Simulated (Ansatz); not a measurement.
A relaxation computed with Ansatz, from input to last step.

```yaml
crystal:
  lattice:
    - [-1.6277527636, 1.6277527636, 1.6277527636]
    - [1.6277527636, -1.6277527636, 1.6277527636]
    - [1.6277527636, 1.6277527636, -1.6277527636]
  atoms:
    - { symbol: Ti, position: [0.0, 0.0, 0.0] }
basis:
  ecutwfc: 420
kpoints:
  mp_grid: { grid: [18, 18, 18] }
hamiltonian:
  xc: pbesol
scf:
  occupations: { method: gaussian, width: 0.1 }
output:
  forces: true
  stress: true
  eigenvalues: true
relax:
  adjacent_minimum: "off"
  f_tol: 0.005
  max_steps: 50
  cell: { stress_tol: 0.05 }
```

```bash
ansatz run input.yaml --threads 1 --pin off --max-ram 2560MiB --backend cpu --events-out ev --progress --plain --runs-dir out
```

Computed with DFT PBEsol, scalar-relativistic, plane waves, PAW (Ansatz).

Of 5 frames 4 are shown, positions in Å and forces in eV/Å; the SCF threshold varies from step to step. Steps run on the plane waves of an earlier cell, with a Pulay correction in the pressure. The basis is chosen afresh for the last frame, the zero of the energies, and at times for earlier ones too; energy and pressure step there, also at an unchanged geometry.

```xyz
1
Lattice="-1.6278 1.6278 1.6278 1.6278 -1.6278 1.6278 1.6278 1.6278 -1.6278" Properties=species:S:1:pos:R:3:forces:R:3 pbc="T T T" step=1 free_energy_over_end_meV_per_atom=10.18 pressure_GPa=-4.45
Ti    0.0000    0.0000    0.0000    0.0000    0.0000    0.0000
1
Lattice="-1.5874 1.5874 1.5874 1.5874 -1.5874 1.5874 1.5874 1.5874 -1.5874" Properties=species:S:1:pos:R:3:forces:R:3 pbc="T T T" step=2 free_energy_over_end_meV_per_atom=6.44 pressure_GPa=3.96
Ti    0.0000    0.0000    0.0000    0.0000    0.0000    0.0000
1
Lattice="-1.6059 1.6059 1.6059 1.6059 -1.6059 1.6059 1.6059 1.6059 -1.6059" Properties=species:S:1:pos:R:3:forces:R:3 pbc="T T T" step=3 free_energy_over_end_meV_per_atom=-0.03 pressure_GPa=-0.18
Ti    0.0000    0.0000    0.0000    0.0000    0.0000    0.0000
1
Lattice="-1.6051 1.6051 1.6051 1.6051 -1.6051 1.6051 1.6051 1.6051 -1.6051" Properties=species:S:1:pos:R:3:forces:R:3 pbc="T T T" step=5 free_energy_over_end_meV_per_atom=0.00 pressure_GPa=0.00
Ti    0.0000    0.0000    0.0000    0.0000    0.0000    0.0000
```

It took 12 s on 1 thread of Arm Neoverse V1, with other jobs on the host, peak memory 0.32 GiB.